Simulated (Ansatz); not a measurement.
Relaxed-ion elastic tensor of MgSe (rock salt, space group No. 225) in GPa (Voigt order), PBEsol (plane waves, PAW; program Ansatz); density 4.24 g/cm³, 20.23 Å³ per atom.

|  | 1 | 2 | 3 | 4 | 5 | 6 |
|---|---|---|---|---|---|---|
| 1 | 127 | 33.9 | 33.9 | 0.0 | 0.0 | 0.0 |
| 2 | 33.9 | 127 | 33.9 | 0.0 | 0.0 | 0.0 |
| 3 | 33.9 | 33.9 | 127 | 0.0 | 0.0 | 0.0 |
| 4 | 0.0 | 0.0 | 0.0 | 43.0 | 0.0 | 0.0 |
| 5 | 0.0 | 0.0 | 0.0 | 0.0 | 43.0 | 0.0 |
| 6 | 0.0 | 0.0 | 0.0 | 0.0 | 0.0 | 43.0 |

Is the crystal mechanically stable?

Yes: the smallest eigenvalue of C is 43.0 GPa.

Work out the Voigt, Reuss and Hill averages.

K_V = 64.8, K_R = 64.8, K_H = 64.8; G_V = 44.3, G_R = 44.3, G_H = 44.3 GPa.

Give Young's modulus, Poisson's ratio, Pugh's ratio and the universal anisotropy index.

E = 9KG/(3K + G) = 108 GPa; ν = 0.22; K/G = 1.46 (brittle by the Pugh limit of 1.75); A_U = 5G_V/G_R + K_V/K_R − 6 = 0.01.

Estimate the sound speeds and the Debye temperature.

v_l = √((K + 4G/3)/ρ) = 5410 m/s, v_t = √(G/ρ) = 3230 m/s, mean 3580 m/s; Θ = (h/k)(3n/4πV)^(1/3) v_m = 391 K.

Give the Zener ratio and Young's modulus along [100], [110] and [111].

A = 2C44/(C11 − C12) = 0.93; 1/E = S11 − 2(S11 − S12 − S44/2)Γ with Γ = 0, 1/4, 1/3 gives 112, 107, 106 GPa.

Solve the Christoffel equation for the three sound speeds along [100], [110], [111].

Eigenvalues of C_ijkl n_j n_l equal ρv². In km/s, slowest first: [100] 3.18, 3.18, 5.46; [110] 3.18, 3.31, 5.39; [111] 3.27, 3.27, 5.37.

Space group Fm-3m (rock salt). The cell was relaxed with PBEsol under the symmetry of its start; phonons on a q-mesh show no instability.

Potentials: the later of the program's two PAW sets.
